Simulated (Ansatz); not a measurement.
CsCl (CsCl type)

```
CsCl
1.0
    4.14031     0.00000     0.00000
    0.00000     4.14031     0.00000
    0.00000     0.00000     4.14031
Cs Cl
1 1
Direct
  0.00000   0.00000   0.00000
  0.50000   0.50000   0.50000
```

The slice is a {100} plane (indices of the conventional cell) through the point (0.500, 0.500, 0.500) (fractional), spanned by u = [100] and v = [010] in vectors of this cell: u (4.14 Å) and v (4.14 Å, at 90° to u). It covers one period; positions are fractions (u, v).

All values below come from r2SCAN (plane waves to 500 eV, PAW, scalar-relativistic; Ansatz, a quantum-chemistry and plane-wave program). k mesh 8×8×8. These are valence fields of a PAW run, semicore shells included where kept as valence: close to a nucleus they are smooth pseudo fields. CsCl was relaxed with its symmetry unable to fall.

Problem. Sketch the valence electron density on this plane as a map.

Solution. 
```
|+%@@@@%%#**+=====+**#%%@@@@%|
|@@@@@@%%#*++=====++*#%%@@@@@|
|@@@@@@%##*++=====++*##%@@@@@|
|@@@@@%%#**++=====++**#%%@@@@|
|@@@@%%##*++===-===++*##%%@@@|
|%%%%%##**++==---==++**##%%%%|
|%%%###**++===---===++**###%%|
|####***++===-----===++***###|
|*****+++====-----====+++****|
|**+++++=====-----=====+++++*|
|+++++======-=====-======++++|
|========---=======---=======|
|======-----=======-----=====|
|=====------=======------====|
|======-----=======-----=====|
|========---=======---=======|
|+++++======-=====-======++++|
|**+++++=====-----=====+++++*|
|*****+++====-----====+++****|
|####***++===-----===++***###|
|%%%###**++===---===++**###%%|
|%%%%%##**++==---==++**##%%%%|
|@@@@%%##*++===-===++*##%%@@@|
|@@@@@%%#**++=====++**#%%@@@@|
|@@@@@@%##*++=====++*##%@@@@@|
|@@@@@@%%#*++=====++*#%%@@@@@|
|+%@@@@%%#**+=====+**#%%@@@@%|
| +@@@@%%#**+=====+**#%%@@@@+|
```
Scale: ten equal steps from -3.00 (start of ' ') to 0.25 (end of '@'), in the order ' .:-=+*#%@'. Values: log₁₀ of the valence density in e/Å³. The map has 28 points along u (one character each, u = 0 at the left) and 28 along v (v = 0 in the bottom row). The scale is logarithmic, as a density can span decades between atoms and voids; values under 0.001 e/Å³ are set to 0.001.
